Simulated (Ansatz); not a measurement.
AlAu4:
```
AlAu4
1.0
    6.97675     0.00000     0.00000
    0.00000     6.97675     0.00000
    0.00000     0.00000     6.97675
Al Au
4 16
Cartesian
  0.44861   0.44861   0.44861
  3.03976   6.52813   3.93698
  3.93698   3.03976   6.52813
  6.52813   3.93698   3.03976
  4.76592   4.76592   4.76592
  5.69920   2.21083   1.27754
  1.27754   5.69920   2.21083
  2.21083   1.27754   5.69920
  5.47359   6.61819   2.69925
  4.99153   0.35855   6.18762
  1.98522   3.84692   4.27750
  1.50315   3.12982   0.78913
  2.69925   5.47359   6.61819
  6.18762   4.99153   0.35855
  4.27750   1.98522   3.84692
  0.78913   1.50315   3.12982
  6.61819   2.69925   5.47359
  0.35855   6.18762   4.99153
  3.84692   4.27750   1.98522
  3.12982   0.78913   1.50315
```

Relaxed with r²SCAN. Special points in fractions of this cell's reciprocal vectors: Γ (0.000, 0.000, 0.000); X (0.000, 0.500, 0.000); M (0.500, 0.500, 0.000); R (0.500, 0.500, 0.500); X1 (0.500, 0.000, 0.000).

Task: List the band energies nearest the Fermi level at these points for DFT-r²SCAN with spin–orbit coupling in the program Ansatz with PAW potentials.

Result: In eV from the Fermi level; about four levels below and three above (degenerate sets whole), none deeper than 8.9 eV; points with the same levels are listed once.

| k | below | above |
|---|---|---|
| Γ | -0.20 -0.20 -0.20 -0.20 | 0.33 0.33 0.44 0.44 0.44 0.44 |
| X | -0.39 -0.39 -0.30 -0.30 | 0.58 0.58 0.60 0.60 |
| M | -0.28 -0.28 -0.28 -0.28 | 1.15 1.15 1.15 1.15 |
| R | -2.33 -2.33 -2.33 -2.33 -2.33 -2.33 | 0.32 0.32 0.33 0.33 0.33 0.33 0.33 0.33 |

Space group P2_13. The first step of the workflow began from a Materials Project structure, measured or hypothetical; the Crystallography Open Database files this formula in space group No. 198, but the cells were not matched. Its standing as an ambient phase is unchecked. Symmetry was held in the r²SCAN relaxation; whether a distortion lowers the energy is not shown.

Potentials: the later of the program's two PAW sets.
